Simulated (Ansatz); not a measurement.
SnTe (rock salt, space group No. 225) at seven volumes, plane-wave PAW PBEsol (Ansatz code), scaled uniformly. One row is withheld.

| V (Å³/atom) | P (GPa) |
|---|---|
| 28.285 | 5.51 |
| 29.218 | 3.36 |
| 30.150 | 1.55 |
| 31.083 | 0.01 |
| 32.015 | -1.30 |
| 32.948 | -2.41 |
| 33.880 | ? |

Task: Fit the shown pressures and predict the withheld one.

Result: P = (3/2)B₀(x^(7/2) − x^(5/2))[1 + (3/4)(B′ − 4)(x − 1)] with x = (V₀/V)^(2/3). Least squares on the six rows gives V₀ = 31.088 Å³/atom, B₀ = 47.2 GPa, B′ = 4.46. At V = 33.880, x = 0.9443 and P = -3.35 GPa. The run itself gave -3.35 GPa.

Space group Fm-3m (rock salt). Symmetry was held in the PBEsol relaxation. Scalar-relativistic: spin–orbit coupling is off unless named, which matters more the heavier the elements.

Potentials: the later of the program's two PAW sets.
